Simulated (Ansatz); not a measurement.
# Reading a calculation: GdCl₃ (BiF3-type structure)

Level of theory: DFT, PBEsol, scalar-relativistic, collinear spin; plane waves to 420 eV with PAW datasets (Ansatz 0.2.0), 8×8×8 k-mesh, Gaussian smearing of 0.05 eV; PAW files: Ansatz's generated set soft_2.

This is a trial structure; measured cells of the compound in the Crystallography Open Database are in space group P63/m.

The relaxed structure (symmetry read at 0.01 Å). It takes space group Fm-3m (No. 225, cubic). Conventional cell: a = 6.844 Å, b = 6.844 Å, c = 6.844 Å, α = 90.00°, β = 90.00°, γ = 90.00°. Around Gd (site symmetry m-3m) lie 8 Cl at 2.96 Å. Around Cl (site symmetry m-3m) lie 8 Cl at 2.96 Å. Cl (site symmetry -43m) is surrounded by 4 Gd at 2.96 Å and 4 Cl at 2.96 Å. (Shells end 15 % past the nearest neighbour.)

Task: Should it be a metal or an insulator?

Result: Formal charges Gd³⁺, Cl⁻ leave Gd³⁺ with an open 4f⁷ shell. A part-filled shell gives a gap only if something splits it: here on each such atom exchange fills one spin channel and leaves the other empty, so the half-filled shell acts almost as a closed one, and the gap is 0.91 eV.

Task: What kind of gap is it?

Result: It is direct, 0.91 eV. Within 0.6 eV of the edges the projected states are 92 % Cl 3p at the top of the valence band and 98 % Gd 4f at the bottom of the conduction band. Without a U the empty f levels lie too low, so this edge is partly the functional's doing; with a U it could pass to the Gd d band and the gap widen.

Task: What moment should the f shell carry?

Result: Hund's first rule gives Gd³⁺ with 7 f electrons 7 unpaired spins, a spin moment of 7 μB; the run has 6.89 μB on Gd (atomic spheres) and 7.16 f electrons on orthogonalised orbitals. The moment is close to the ion's, so in this run the shell is localised and nearly fully polarised.

Task: How stiff is it, in energy terms?

Result: B0·V0 = 70.7 GPa × 20.03 Å³ = 8.84 eV/atom sets the scale: near the minimum ΔE ≈ ½ B0 V0 x², with x = V/V0 − 1, and a pressure of 0.7 GPa squeezes the volume by about 1 %. At the ends of the curve: x = −4.0 % predicts 7.1 meV/atom and the run gives 7.6; x = +4.0 % predicts 7.1 meV/atom and the run gives 6.6. The lopsidedness is anharmonic: atoms resist being pushed together more than being pulled apart.

All results together:

| Quantity | Value |
| --- | --- |
| Volume | 20.03 Å³/atom |
| Band gap | 0.91 eV |
| Smallest direct gap | 0.91 eV (over both spins) |
| Magnetic state | ferromagnetic (the only order tried) |
| Site spin moments | Gd 6.89 μB |
| Spin moment of the cell | 7.00 μB |
| f electrons (orthogonalised atomic orbitals) | Gd 7.16 |
| Formation energy from the elements (0 K, uncorrected) | -1.91 eV/atom |
| Bulk modulus (Birch–Murnaghan) | 71 GPa |
| Pressure derivative B0′ | 4.6 |
| Elastically stable | no (eigenvalue of -9.7 GPa) |

Semilocal functionals without a U place occupied f levels too high and empty ones too low, so gaps that touch them come out too small. Scalar-relativistic only: spin–orbit splittings of the heavy atoms' levels are missing. Site moments are of spin, integrated over atomic spheres. No antiparallel order was tried.
